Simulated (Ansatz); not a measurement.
Ansatz (an electronic-structure program) input:

Ansatz 0.2 input:
```yaml
crystal:
  lattice:
    - [3.532658489, 0.0, 0.0]
    - [0.0, 3.532658489, 0.0]
    - [0.0, 0.0, 3.532658489]
  atoms:
    - { symbol: Ni, position: [0.5, 0.0, 0.5] }
    - { symbol: Ni, position: [0.0, 0.5, 0.5] }
    - { symbol: Ni, position: [0.5, 0.5, 0.0] }
    - { symbol: Ge, position: [0.0, 0.0, 0.0] }
kpoints:
  mp_grid: { grid: [12, 12, 12] }
hamiltonian:
  xc: r2scan
  pseudopotentials: { kind: paw }
scf:
  occupations: { method: gaussian, width: 0.05 }
checkpoint: { read: metal.run }
output: { bader: true, populations: true }
```

Output (shortened):

```
Pseudopotential: Ni, paw, valence charge 18
Pseudopotential: Ge, paw, valence charge 14
Functional definition: r2SCAN
Crystal: 4 atoms, lattice volume = 44.086 Å³
Basis set: ecut = 500 eV, 1141 PW (Γ), exchange–correlation on 108×108×108 points (64 copies of the dense FFT grid, shifted against one another)
Bands: 41, of which v1, the nominal top of the filled ones, is band 34 counted from 1 (33 counted from 0)
Symmetry: 48 space group operations
Space group: Pm-3m (ITA 221), of the structure as read, at distance tolerance 3.5e-5 Å
k-points: 84 of 1728
Stability of the state it starts from, as read at its close in the unpolarized treatment …
iter 1 solved again at ethr=3.14e-8 eV; its pass at ethr=3.10e-3 eV (dr2=2.13e-5 eV) is discarded
SCF iter   1: F=—  HF=-21839.754616 eV  |F-HF|=—  |Δ(HF+E_count)|=         —  Δρ=4.09e-7  dr2=3.09e-11  dr2_τ=9.64e-12  ethr=3.14e-8  ⟨swp⟩=4.0  Hψ=23858  notcnv=0
preconditioner: auto → Kerker (q_TF=auto, 2.933 Å⁻¹)
SCF iter   2: F=-21839.754616 eV  HF=-21839.754616 eV  |F-HF|=1.53e-10  |Δ(HF+E_count)|=   2.67e-8  Δρ=7.23e-7  dr2=1.55e-10  dr2_τ=7.95e-12  ethr=1.00e-12  ⟨swp⟩=7.7  Hψ=17004  notcnv=0
SCF 1 converged in 2 iterations: F = -21839.754616 eV  dr2 = 1.55e-10
SCF converged after 2 iterations
Free energy (F): -21839.754616 eV
Harris-Foulkes:  -21839.754616 eV  (|F-HF|=1.53e-10)
Internal energy: -21839.751144 eV  (E = F + TS)
E sigma→0 (E₀):  -21839.752880 eV
Entropy (-TS):   -0.003473 eV (-0.868 meV/atom)
Fermi energy:    18.474476 eV
--- Per-component energies (eV) ---
  E_band       = -920.607172
  E_kinetic    = 966.639379
  E_local      = -12207.591446  (includes V_loc(G=0)·N_el)
  E_nonlocal   = 2350.944201
  E_hartree    = 5193.669363
  E_xc         = -307.612188
  E_vxc        = -422.321638  (∫ρ·V_xc dr)
  E_paw        = -6976.668224  (= ΣΔE_a)
  E_vpaw       = -2025.736022  (= ΣTr[D̂ρ^β])
  E_aug_tail   = 0.000699  (compensation charges beyond the density's cutoff)
  E_vtau       = 30.117398  (kinetic-family band-sum trace: ∫τ·v_τ [+ j·A + Jᵃ·Aᵃ] dr)
  E_ewald      = -10857.146956
  E_core_change = -1.985972  (= ΣΔE_core)
  E_smearing   = -0.003473  (= −TS)
  E_closure    =  0.000000  (closes the sum)
  Σ components = -21839.754616   (vs F -21839.754616, Δ=0.00e0)
  [band-id]    e_kinetic+e_local+e_nonlocal+2·e_hartree+e_vxc+e_vpaw+e_augmentation_tail+e_vtau = -920.608705   (vs E_band -920.607172, Δ=-1.53e-3)
--- Band table (eV; the first three rows and the last of 84) ---
  k-point 0: bands = ["-88.2714", "-88.2379", "-88.2379", "-47.2700", "-47.2700", "-47.2700", "-47.2156", "-47.2156", "-47.2156", "-47.0611", "-47.0611", "-47.0611", "-6.9163", "-6.9163", "-6.9014", "-6.9014", "-6.9014", "5.3693", "13.3840", "14.5352", …
  k-point 1: bands = ["-88.2709", "-88.2384", "-88.2379", "-47.2688", "-47.2688", "-47.2684", "-47.2160", "-47.2160", "-47.2157", "-47.0630", "-47.0619", "-47.0619", "-6.9159", "-6.9144", "-6.9014", "-6.9014", "-6.9013", "5.4518", "13.3944", "14.3780", …
  k-point 2: bands = ["-88.2694", "-88.2398", "-88.2378", "-47.2653", "-47.2653", "-47.2637", "-47.2172", "-47.2172", "-47.2160", "-47.0684", "-47.0642", "-47.0642", "-6.9150", "-6.9092", "-6.9015", "-6.9015", "-6.9011", "5.6953", "13.2603", "14.0336", …
  k-point 83: bands = ["-88.2489", "-88.2489", "-88.2489", "-47.2930", "-47.2930", "-47.2930", "-47.2205", "-47.1640", "-47.1640", "-47.1640", "-47.0304", "-47.0304", "-6.9153", "-6.9153", "-6.9153", "-6.8742", "-6.8742", "9.1225", "14.2593", "14.2593", …
--- Löwdin populations: 4 sites ---
  site symbol       q [e]
     0     Ni     17.6262
     1     Ni     17.6262
     2     Ni     17.6262
     3     Ge     14.5171
  spilling = 0.008889 (of n_electrons = 68.000000)
--- Bader charges: 4 sites ---
  site symbol  charge [e]  shift [e]
     0     Ni     -0.0754     0.0017
     1     Ni     -0.0754     0.0017
     2     Ni     -0.0754     0.0017
     3     Ge      0.2261     0.0050
  shift: an alarm, by how much a part of what the PAW files miss would move the charge. Where it is large, compare
  with a run on PAW files of another source; a small one proves nothing
  estimated error of the sums over rays = 3.3e-4 e
```

Cost: about 40 core-seconds (a rough figure) on shared cores.

The workflow started from a Materials Project entry (that database holds measured and hypothetical structures alike); the Crystallography Open Database copy checked does not list it. Its standing as an ambient phase is unchecked. The r²SCAN relaxation kept the symmetry of its start; its stability against distortions is not shown here. The run is not spin-polarised. Spin–orbit coupling is left out wherever it is not named.

Potentials: the later of the program's two PAW sets.

Ansatz is a plane-wave DFT program.
